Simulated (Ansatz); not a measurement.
CrGe$_{2}$: reading a single point

```yaml
crystal:
  lattice:
    - [0.00000, 3.73616, 0.00000]
    - [3.73616, 0.00000, 0.00000]
    - [1.86808, 1.86808, -6.16181]
  atoms:
    - { symbol: Ge, position: [0.41600, 0.41600, 0.16800] }
    - { symbol: Ge, position: [0.16600, 0.66600, 0.66800] }
    - { symbol: Ge, position: [0.33400, 0.83400, 0.33200] }
    - { symbol: Ge, position: [0.58400, 0.58400, 0.83200] }
    - { symbol: Cr, position: [0.00000, 0.00000, 0.00000] }
    - { symbol: Cr, position: [0.75000, 0.25000, 0.50000] }
```

Method: PBE, no spin polarisation; PAW, plane waves to 420 eV, 9×9×9 Γ-centred mesh, fermi-dirac occupations (width 0.1 eV) (Ansatz 0.2.0), atoms fixed.

- Contacts: Ge–Ge at 2.07 Å: least valence density 0.82 e/Å³ and ELF 0.61 there. Cr–Ge at 2.77 Å: least valence density 0.25 e/Å³ and ELF 0.31 there. These are pseudo-fields; inside the PAW spheres they differ from the all-electron ones.
- At the Fermi level: It is a metal, with about 12 states/eV a cell as the mean within 0.25 eV of the Fermi level, mostly Cr d (87 %).
- Charges: Bader charges in e: Cr +0.64, Ge -0.32. In the mean Cr gives up most and Ge takes most.
- Forces: The largest is on Ge2 (and as large on other atoms): 1.37 eV/Å, components (0.00, 0.00, -1.37). It makes 180° with the line to a nearest neighbour, Ge3 at 2.07 Å, pointing away from it.
- Stress: The pressure is 36.7 GPa (compression positive), so with the atoms held at these fractions the cell would first expand; the forces are large, so a full relaxation may end otherwise. The principal stresses 25.9, 25.9, 58.2 GPa differ, so its shape would change too.

Origin: a known structure type with other elements, at an estimated volume, so it need not be a known compound. Caveats: no spin polarisation, so a magnetic state may lie lower; atoms or cell far from equilibrium.
